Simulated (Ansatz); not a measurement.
The cell below belongs to a search over invented structures; it isn't taken from experiment.

Input and command of a plane-wave DFT calculation in Ansatz:

```yaml
crystal:
  lattice:
    - [3.6770108, 0.0, 0.0]
    - [0.0, 3.6770108, 0.0]
    - [0.0, 0.0, 7.96245565]
  atoms:
    - { symbol: Re, position: [0.0, 0.0, 0.5], spin: 1.0 }
    - { symbol: S, position: [0.0, 0.0, 0.75443293] }
    - { symbol: S, position: [0.0, 0.0, 0.24556707] }
    - { symbol: S, position: [0.0, 0.0, 0.0] }
basis:
  ecutwfc: 420
kpoints:
  mp_grid: { grid: [4, 4, 2] }
hamiltonian:
  xc: pbe
scf:
  occupations: { method: gaussian, width: 0.15 }
  lower_state_search: "off"
output:
  forces: true
  stress: true
  eigenvalues: true
  populations: true
magnetization:
  spin_polarized: true
relax:
  adjacent_minimum: "off"
  f_tol: 0.08
  max_steps: 16
  cell: { stress_tol: 0.8 }
```

```bash
ansatz run input.yaml --threads 1 --pin off --max-ram 2560MiB --backend cpu --events-out ev --progress --plain --runs-dir out
```

Processor: Intel(R) Xeon(R) Platinum 8488C (Sapphire Rapids), 1 thread, on a host shared with other jobs.

Question: Estimate time, memory and problem size.

Answer: About 68 s, peak memory 0.43 GiB. It solves 21 bands at 12 k points (after reduction by symmetry) with about 1341 plane waves (on the last cell), in 179 SCF iterations over 16 ionic steps.
